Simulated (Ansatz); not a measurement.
Ta$_{2}$O$_{5}$:
```yaml
crystal:
  lattice:
    - [3.66997, 0.00000, 0.00000]
    - [0.00000, 3.85901, 0.00000]
    - [0.00000, 0.00000, 6.43335]
  atoms:
    - { symbol: Ta, position: [0.50000, 0.00000, 0.50000] }
    - { symbol: Ta, position: [0.00000, 0.00000, 0.00000] }
    - { symbol: O, position: [0.50000, 0.50000, 0.50000] }
    - { symbol: O, position: [0.00000, 0.00000, 0.67924] }
    - { symbol: O, position: [0.00000, 0.00000, 0.32076] }
    - { symbol: O, position: [0.00000, 0.50000, 0.00000] }
    - { symbol: O, position: [0.50000, 0.00000, 0.00000] }
```

Relaxed with PBEsol. Special points in fractions of this cell's reciprocal vectors: Γ (0.000, 0.000, 0.000); X (0.500, 0.000, 0.000); S (0.500, 0.500, 0.000); Y (0.000, 0.500, 0.000); Z (0.000, 0.000, 0.500); U (0.500, 0.000, 0.500); R (0.500, 0.500, 0.500); T (0.000, 0.500, 0.500).

**Question.** List the band energies nearest the valence-band maximum at these points for PBEsol with spin–orbit coupling (plane waves, PAW; program Ansatz).

**Answer.** In eV from the valence-band maximum; about four levels below and three above (degenerate sets whole), none deeper than 8.9 eV; points with the same levels are listed once.

| k | below | above |
|---|---|---|
| Γ | -0.84 -0.84 -0.65 -0.65 | 0.40 0.40 0.83 0.83 |
| X | -1.28 -1.28 -1.24 -1.24 | 0.22 0.22 0.56 0.56 |
| S | -1.02 -1.02 0.00 0.00 | 0.53 0.53 3.45 3.45 |
| Y | -1.32 -1.32 -0.87 -0.87 | 0.68 0.68 2.16 2.16 |
| Z | -0.88 -0.88 -0.65 -0.65 | 0.85 0.85 1.08 1.08 |
| U | -1.31 -1.31 -1.09 -1.09 | 0.31 0.31 0.86 0.86 |
| R | -0.94 -0.94 0.00 0.00 | 0.90 0.90 3.30 3.30 |
| T | -1.64 -1.64 -1.55 -1.55 | 1.34 1.34 2.78 2.78 |

Space group Pmmm. The first step of the workflow began from a Materials Project structure, measured or hypothetical; the Crystallography Open Database copy checked does not list it. COD files the formula under space group No. 49, so this cell is another polymorph or a model. Its standing as an ambient phase is unchecked. The cell was relaxed with PBEsol under the symmetry of its start. At this level the phase is dynamically unstable (imaginary phonons). The run is not spin-polarised.

Potentials: the later of the program's two PAW sets.
